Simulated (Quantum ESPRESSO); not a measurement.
## Different elements on one site among Al In Mg Mo

Calculated results; nothing here was measured. They come from Quantum ESPRESSO 7.5, a public plane-wave density functional program. Each row is one single-point run on a made-up periodic cell of eight metal atoms, with elements, volume, strain and displacements drawn at random and not relaxed, so a cell may be unstable or far from any real phase. There is no spin polarisation or spin-orbit coupling.

Settings: PBE unless stated; PseudoDojo standard norm-conserving files; Fermi-Dirac width 0.25 eV, which means electrons at about 2900 K; cutoff 1143 eV; 8 x 5 x 3 k mesh shifted half a step off Gamma. E is the free energy of the whole cell (internal energy minus TS), so a -TS column is already part of it. Stress is positive in tension, and the pressure P is minus a third of its trace.

Checks: one run of this series was repeated at a higher cutoff and on a denser mesh, which moved values by no more than 0.005 eV, 0.02 GPa and 0.005 eV/Å, and a second program with other atomic files agreed on it to 2 % rms in force and 0.5 GPa in pressure. Known limits: heavy elements are run without spin-orbit coupling, which real alloys of them have; a spin test at this wide smearing found no moment, but such smearing suppresses magnetism that the real alloy may have.

The lattice is face-centred cubic, and the cell vectors in Å are (0.040, -2.110, -2.092); (2.149, 4.282, -2.194); (8.518, -4.358, 4.160), a volume of 154.52 Å³. The elements on sites 1 to 8 are Mo Mo Mo Mg In X Al Mg. The runs change X and keep the cell and the displaced positions. The column v is a rough volume for each atom of the pure element, close to PBE values, from general knowledge and not from these runs. Energies are left out, as each element's file has its own zero.

| run | X | v (Å³) | -TS (eV) | force on X (eV/Å) | rms force (eV/Å) | P (GPa) |
|---|---|---|---|---|---|---|
| 1 | Ru | 13.8 | -1.602 | 0.532 | 0.440 | -13.86 |
| 2 | W | 16.1 | -1.495 | 1.035 | 0.518 | -12.33 |
| 3 | In | 27.5 | -1.315 | 1.122 | 0.550 | -6.41 |
| 4 | Pt | 15.6 | ? | ? | ? | ? |
| 5 | Re | 14.9 | -1.530 | 0.829 | 0.517 | -14.17 |

## Worked fit

A straight line through the runs shown gives P = -21.9 + 0.563 v GPa with v in Å³, an error of 0.056 on the slope and a scatter of 0.62 GPa. At this fixed volume the pressure tends to rise with the size of X.

## Withheld run

Question: what pressure should run 4, with Pt, give?

The fit gives -13.12 ± 0.70 GPa. The calculation gave -13.21 GPa.
